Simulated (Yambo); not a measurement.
```xyz
2
Lattice="3.8184 0.0000 0.0000 0.0000 3.8184 0.0000 0.0000 0.0000 3.8184" Properties=species:S:1:pos:R:3 pbc="T T T"
H      1.9092     1.9092     1.9092
Cs     0.0000     0.0000     0.0000
```

Workflow: norm-conserving PBEsol (Quantum ESPRESSO, 72 Ry, without SOC), then G0W0 in Yambo (4×4×4 Γ-centred k mesh, 121 bands and a 10 Ry block in the screening, 121 bands in G with the Bruneval-Gonze terminator, plasmon pole fitted at 27.2 eV).

Question: Give the PBEsol and G0W0 gaps between the band edges found on this mesh, and say where the edges lie.

Answer: Edges: R → X. PBEsol: 2.45 eV; G0W0: 4.43 eV. Nearest settings tried, and what they do to the gap: 39 bands in G: -14 meV; 49 bands in W: -67 meV; 8 Ry block (171 vectors against 251): -16 meV. Not varied: mesh. So the settings aren't converged at that level. 

Geometry of the Materials Project entry, not relaxed at this level.

The structure is a Materials Project entry; no match was found in the copy of COD used, and its stability was not checked.
